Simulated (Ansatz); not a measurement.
BiAu2 (cubic Laves (MgCu2 type), space group No. 227) at seven volumes, the program Ansatz at the LDA level (PAW), scaled uniformly. One row is withheld.

| V (Å³/atom) | P (GPa) |
|---|---|
| 18.536 | 16.22 |
| 19.147 | 9.77 |
| 19.758 | 4.43 |
| 20.369 | 0.00 |
| 20.980 | ? |
| 21.591 | -6.70 |
| 22.202 | -9.19 |

Q: Fit the shown pressures and predict the withheld one.

A: P = (3/2)B₀(x^(7/2) − x^(5/2))[1 + (3/4)(B′ − 4)(x − 1)] with x = (V₀/V)^(2/3). Least squares on the six rows gives V₀ = 20.369 Å³/atom, B₀ = 134 GPa, B′ = 5.29. At V = 20.980, x = 0.9805 and P = -3.66 GPa. The run itself gave -3.67 GPa.

Space group Fd-3m (cubic Laves (MgCu2 type)). The workflow started from a Materials Project entry (that database holds measured and hypothetical structures alike); the Crystallography Open Database files this formula in space group No. 227, but the cells were not matched. Its standing as an ambient phase is unchecked. Symmetry was held in the LDA relaxation; of distortions, only those at the zone centre were tested. Scalar-relativistic: spin–orbit coupling is off unless named, which matters more the heavier the elements.

Potentials: the later of the program's two PAW sets.
